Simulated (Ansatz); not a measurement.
Fe (bcc (W type), Im-3m) at seven volumes, PBE (plane waves, PAW; program Ansatz), scaled uniformly. One row is withheld.

```tsv
V (Å³/atom)	P (GPa)
10.331	23.25
10.672	13.79
11.012	5.94
11.353	0.00
11.694	-5.15
12.034	-9.77
12.375	?
```

Question: Fit the shown pressures and predict the withheld one.

Answer: P = (3/2)B₀(x^(7/2) − x^(5/2))[1 + (3/4)(B′ − 4)(x − 1)] with x = (V₀/V)^(2/3). Least squares on the six rows gives V₀ = 11.344 Å³/atom, B₀ = 191 GPa, B′ = 5.53. At V = 12.375, x = 0.9437 and P = -13.06 GPa. The run itself gave -13.27 GPa.

The PBE relaxation kept the symmetry of its start. Spin order of the final state: ferromagnetic, chosen from 3 collinear starts compared on coarse meshes (ties went to the first, and starts can fall back to one state), not a proven ground state. Textbook magnetic order: ferromagnetic.

Potentials: the later of the program's two PAW sets.
